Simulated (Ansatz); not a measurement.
Mn3GaC:
```
CELL_PARAMETERS angstrom
      3.97089     0.00000     0.00000
      0.00000     3.97089     0.00000
      0.00000     0.00000     3.97089
ATOMIC_POSITIONS crystal
  Ga 0.00000 0.00000 0.00000
  Mn 0.00000 0.50000 0.50000
  Mn 0.50000 0.00000 0.50000
  Mn 0.50000 0.50000 0.00000
  C  0.50000 0.50000 0.50000
```
The run is spin-polarised; directions of the spins, atom by atom: ↓ ↑ ↑ ↑ ↓.

Relaxed with r²SCAN.

Problem. Tabulate the valence density and the electron localisation function along the shortest Mn–Mn contact (2.81 Å), plane-wave PAW r²SCAN (Ansatz code).

Solution. 

```
distance from Mn (Å)  density (e/Å³)   ELF
--------------------  --------------  ----
0.28                           18.24  0.83
0.42                           10.53  0.73
0.56                            4.96  0.58
0.70                            2.01  0.39
0.84                            0.81  0.22
0.98                            0.42  0.14
1.12                            0.30  0.15
1.26                            0.26  0.22
1.40                            0.25  0.25
1.54                            0.26  0.22
1.68                            0.30  0.15
1.83                            0.42  0.14
1.97                            0.81  0.22
2.11                            2.01  0.39
2.25                            4.96  0.58
2.39                           10.53  0.73
2.53                           18.24  0.83
```

The density is the valence pseudo-density with augmentation charge, so density and ELF within about 1 Å of a nucleus are not all-electron values.

Space group Pm-3m (anti-perovskite). The workflow started from an entry of the Crystallography Open Database (COD). Whether it is the stable phase at ambient conditions was not checked. The r²SCAN relaxation kept the symmetry of its start; its stability against distortions is not shown here. Magnetic state: ferromagnetic, the only order run, not a proven ground state. Other orbital occupations within this spin state were not tried.

Potentials: the later of the program's two PAW sets.
